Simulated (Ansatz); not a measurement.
Lu (hcp, Mg type)

```
CELL_PARAMETERS angstrom
      3.50708     0.00000     0.00000
     -1.75354     3.03722     0.00000
      0.00000     0.00000     5.46208
ATOMIC_POSITIONS crystal
  Lu 0.33333 0.66667 0.75000
  Lu 0.66667 0.33333 0.25000
```

The slice is a (0001) plane (indices of the conventional cell) through the point (0.667, 0.333, 0.250) (fractional), spanned by u = [110] and v = [1 -1 0] in vectors of this cell: u (3.51 Å) and v (6.07 Å, at 90° to u). It covers one period; positions are fractions (u, v).

Level of theory: PBE (plane waves to 420 eV, PAW, scalar-relativistic; Ansatz, a program for electronic structure). k mesh 15×15×9. Near the nuclei the fields are pseudised (PAW); where an atom keeps semicore shells as valence, they peak there. Lu is run without spin polarisation. Lu was relaxed with its symmetry unable to fall.

**Question.** Sketch the electron localisation function (ELF) on this plane as a map.

**Answer.** 
```
|xxxx@@==    ..    ==@@xx|
|@@@@**..  ..::..  ..**@@|
|==--..    ::--::    ..--|
|        ..::::::..      |
|::::::::..      ..::::::|
|##**==..          ..==**|
|##**..  ..--++--..  ..**|
|**--  ..**@@@@@@**..  --|
|--..  ==@@xxxxxx@@==  ..|
|::    ++@@xxxxxx@@++    |
|..    ==@@xxxxxx@@==    |
|::..  ..**@@@@@@**..  ..|
|--::    ..--==--..    ::|
|::::..              ..::|
|    ..::::::::::::::..  |
|      ..==**##**==..    |
|++--..  ..**##**..  ..--|
|@@@@**..  --**--  ..**@@|
|xxxx@@==  ..--..  ==@@xx|
|xxxx@@++    ::    ++@@xx|
```
Scale: ten equal steps from 0.09 (start of ' ') to 0.85 (end of '@'), in the order ' .:-=+*#%@'. Values: electron localisation function (ELF). The map has 12 points along u (two characters each, u = 0 at the left) and 20 along v (v = 0 in the bottom row). Points within 0.5 Å of a nucleus are blanked (x), as the pseudised field means little there.
